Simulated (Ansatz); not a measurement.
Al$_{2}$O$_{3}$ in space group R-3 (No. 148; Al on 3a, Al on 3b, Al on 6c, O on 18f), r²SCAN in the plane-wave PAW code Ansatz, all energies at zero smearing, with the estimated change up to a 700 eV cutoff added, with one set of potentials and settings (totals compare only within such a set). Cell of 10 atoms (4 Al, 6 O): -5589.898 eV.

```tsv
element	reference phase	E (eV/atom)
Al	Fm-3m, 1 atoms in the cell	-540.4106
O	C2/m, 4 atoms in the cell, spin-polarised	-566.0346
```

Formation energy per atom, worked out: (-5589.898 − 4×(-540.4106) − 6×(-566.0346))/10 = -3.205 eV/atom (-309 kJ per mol of atoms), at 0 K, without zero-point energy or fitted corrections.

The workflow started from a Materials Project entry (that database holds measured and hypothetical structures alike); the Crystallography Open Database copy checked does not list it. It is not the phase usual at ambient conditions (space group No. 167). Symmetry was held in the r²SCAN relaxation; its stability against distortions is not shown here. The references are the lowest solids computed at this level, not always the standard phases (solids in place of the gases).

Potentials: the earlier of the program's two PAW sets.
